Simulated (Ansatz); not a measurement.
input.yaml

```yaml
crystal:
  lattice:
    - [0.0, 1.9747467933, 1.9747467933]
    - [1.9747467933, 0.0, 1.9747467933]
    - [1.9747467933, 1.9747467933, 0.0]
  atoms:
    - { symbol: Li, position: [0.0, 0.0, 0.0] }
    - { symbol: F, position: [0.5, 0.5, 0.5] }
basis:
  ecutwfc: 500
kpoints:
  mp_grid: { grid: [10, 10, 10] }
hamiltonian:
  xc: r2scan
scf:
  occupations: { method: gaussian, width: 0.02 }
output:
  forces: true
  stress: true
  eigenvalues: true
```

Run as
```bash
ansatz run input.yaml --threads 1 --pin off --max-ram 2560MiB --backend cpu --events-out ev --progress --plain --runs-dir out
```

Theory: Ansatz, DFT r2SCAN, scalar-relativistic, plane waves, PAW.

From the run's log, abridged (iterations and final results):

```
SCF iter   1: F=—  HF=-1018.284212 eV  |F-HF|=—  |Δ(HF+E_count)|=         —  Δρ=7.38e-3  dr2=7.29e-3  dr2_τ=3.56e-2  ethr=1.77e-3  ⟨swp⟩=5.9  Hψ=2690  notcnv=0
SCF iter   2: F=—  HF=-1018.328209 eV  |F-HF|=—  |Δ(HF+E_count)|=   4.40e-2  Δρ=4.27e-3  dr2=6.71e-4  dr2_τ=2.59e-4  ethr=7.29e-5  ⟨swp⟩=3.0  Hψ=1357  notcnv=0
SCF iter   3: F=—  HF=-1018.328162 eV  |F-HF|=—  |Δ(HF+E_count)|=   4.70e-5  Δρ=1.44e-3  dr2=1.50e-4  dr2_τ=2.63e-5  ethr=6.71e-6  ⟨swp⟩=2.4  Hψ=749  notcnv=0
SCF iter   4: F=—  HF=-1018.328130 eV  |F-HF|=—  |Δ(HF+E_count)|=   3.24e-5  Δρ=6.27e-5  dr2=4.54e-7  dr2_τ=9.57e-8  ethr=1.50e-6  ⟨swp⟩=1.0  Hψ=423  notcnv=0
SCF iter   5: F=—  HF=-1018.328128 eV  |F-HF|=—  |Δ(HF+E_count)|=   1.48e-6  Δρ=1.63e-5  dr2=1.60e-8  dr2_τ=4.35e-9  ethr=4.54e-9  ⟨swp⟩=2.1  Hψ=583  notcnv=0
SCF iter   6: F=-1018.328128 eV  HF=-1018.328128 eV  |F-HF|=1.52e-9  |Δ(HF+E_count)|=   1.78e-8  Δρ=6.49e-6  dr2=3.40e-9  dr2_τ=2.73e-10  ethr=1.60e-10  ⟨swp⟩=2.0  Hψ=1269  notcnv=0
SCF 1 converged in 6 iterations: F = -1018.328128 eV  dr2 = 3.40e-9
SCF converged after 6 iterations
Free energy (F): -1018.328128 eV
Harris-Foulkes:  -1018.328128 eV  (|F-HF|=1.52e-9)
Internal energy: -1018.328128 eV  (E = F + TS)
E sigma→0 (E₀):  -1018.328128 eV
Fermi energy:    6.169155 eV
--- Per-component energies (eV) ---
  E_band       = -124.004820
  E_kinetic    = 232.998439
  E_local      = -625.614478  (includes V_loc(G=0)·N_el)
  E_nonlocal   = 39.757298
  E_hartree    = 219.223648
  E_xc         = -91.281447
  E_vxc        = -133.470329  (∫ρ·V_xc dr)
  E_paw        = -225.177173  (= ΣΔE_a)
  E_vpaw       = -85.753847  (= ΣTr[D̂ρ^β])
  E_aug_tail   = 0.001059  (compensation charges beyond the density's cutoff)
  E_vtau       = 9.631262  (kinetic-family band-sum trace: ∫τ·v_τ [+ j·A + Jᵃ·Aᵃ] dr)
  E_ewald      = -568.204082
  E_core_change = -0.031392  (= ΣΔE_core)
  E_smearing   =  0.000000  (= −TS)
--- Forces (eV/Å), atoms counted from 1 ---
  atom   1  Li     0.00000000     0.00000000     0.00000000
  atom   2  F      0.00000000     0.00000000     0.00000000
--- Stress (GPa, compression-positive) ---
        2.540742       0.000000       0.000000
        0.000000       2.540742       0.000000
        0.000000       0.000000       2.540742
  P = ⅓ Tr σ = 2.5407 GPa (25.407 kbar)
--- Band table (eV; the first three rows and the last of 47) ---
  k-point 0: bands = ["-40.9207", "-20.4184", "0.8546", "0.8546", "0.8546", "11.4837", "27.0857", "27.0857", "27.0857"]
  k-point 1: bands = ["-40.9136", "-20.3767", "0.5500", "0.8284", "0.8284", "11.7827", "24.0519", "25.7305", "25.7305"]
  k-point 2: bands = ["-40.8951", "-20.2649", "-0.1873", "0.7613", "0.7613", "12.4386", "21.4755", "24.1373", "24.1373"]
  k-point 46: bands = ["-40.8273", "-19.6811", "-1.7184", "-1.0583", "-0.0366", "17.5235", "17.7535", "20.2379", "22.4094"]
```

The calculation finished and met its thresholds.

The run took 1.8 s on 1 thread of Arm Neoverse V1 (shared host), peak memory 0.31 GiB.